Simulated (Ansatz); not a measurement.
## Several inputs for ZnS with nitrogen replacing S

Cell: a supercell of ZnS (wurtzite type, P6_3mc) built from a computed structure from the Materials Project (it need not be an observed phase), with all atoms left at the host's positions.

Space group P3m1 (No. 156); a = 7.6116, c = 12.4760 Å, γ = 120.00°.

| site | Wyckoff | site symmetry | x | y | z |
| --- | --- | --- | --- | --- | --- |
| Zn1 | 1a | 3m. | 0.0000 | 0.0000 | 0.0001 |
| Zn2 | 1a | 3m. | 0.0000 | 0.0000 | 0.5001 |
| Zn3 | 3d | .m. | 0.0000 | 0.5000 | 0.0001 |
| Zn4 | 3d | .m. | 0.0000 | 0.5000 | 0.5001 |
| Zn9 | 3d | .m. | 0.1667 | 0.8333 | 0.2501 |
| Zn10 | 3d | .m. | 0.1667 | 0.8333 | 0.7501 |
| Zn15 | 1c | 3m. | 0.6667 | 0.3333 | 0.2501 |
| Zn16 | 1c | 3m. | 0.6667 | 0.3333 | 0.7501 |
| N | 1a | 3m. | 0.0000 | 0.0000 | 0.1874 |
| S18 | 1a | 3m. | 0.0000 | 0.0000 | 0.6874 |
| S19 | 3d | .m. | 0.0000 | 0.5000 | 0.1874 |
| S20 | 3d | .m. | 0.0000 | 0.5000 | 0.6874 |
| S25 | 3d | .m. | 0.1667 | 0.8333 | 0.4374 |
| S26 | 3d | .m. | 0.1667 | 0.8333 | 0.9374 |
| S31 | 1c | 3m. | 0.6667 | 0.3333 | 0.4374 |
| S32 | 1c | 3m. | 0.6667 | 0.3333 | 0.9374 |

One atom of each set is listed.

Reference run. Method: Kohn–Sham DFT in Ansatz, PBE, plane waves and PAW, scalar-relativistic, 420 eV cutoff, Γ-centred 3×3×2 k-points, Fermi–Dirac smearing 0.01 eV, cell charge -1.

It gives V_zz (10²¹ V/m²) N 0.87 (η 0.00), S19 -1.95 (η 0.78), Zn9 1.10 (η 0.77), among others. Each of these runs changes the input as listed (caps on SCF iterations aside):

A. hamiltonian.hubbard: not typed → {sites: [{species: N, l: f, u_eff: 30.0}]}
B. kpoints.mp_grid.grid: [3, 3, 2] → [3, 2, 3]

Task: How does each run end, and how far do the gradients move?

Result: 

```json
{"run": "A", "N V_zz (η)": "–", "S19 V_zz (η)": "–", "Zn9 V_zz (η)": "–", "largest change of a gradient tensor, all atoms": "–", "note": "refused: inconsistent input (hamiltonian.hubbard.sites[].l"}
{"run": "B", "N V_zz (η)": "1.01 (0.39)", "S19 V_zz (η)": "-2.26 (0.66)", "Zn9 V_zz (η)": "1.15 (0.88)", "largest change of a gradient tensor, all atoms": "0.31", "note": "converged; the mesh lowers the symmetry"}
```

Run B moves a gradient tensor by up to 0.31, on S19 (V_zz from -1.95 to -2.26); against its own size the tensor moves most on S32 among sites above 0.3 (by 0.26, V_zz from 0.65 to 0.77). Run A holds a U on a shell that isn't there. Run B holds a mesh that breaks the symmetry, so its numbers aren't properties of the crystal.

On the reference run: The defect repeats with the cell of 32 atoms, so it feels its images: sites between two images don't show the values beside a lone defect, and zeros or small values of η there can come from the images' arrangement. S and Zn carry a gradient in the pure host already, so the values there aren't the defect's effect alone. A uniform background compensates the cell's charge. With a gap of 0.7 eV on this mesh, small gradients can still move by 0.1 × 10²¹ V/m² or more as the k-mesh gets denser. The neighbours have not yet relaxed around the defect (largest force 2.6 eV/Å), so a real crystal will differ.
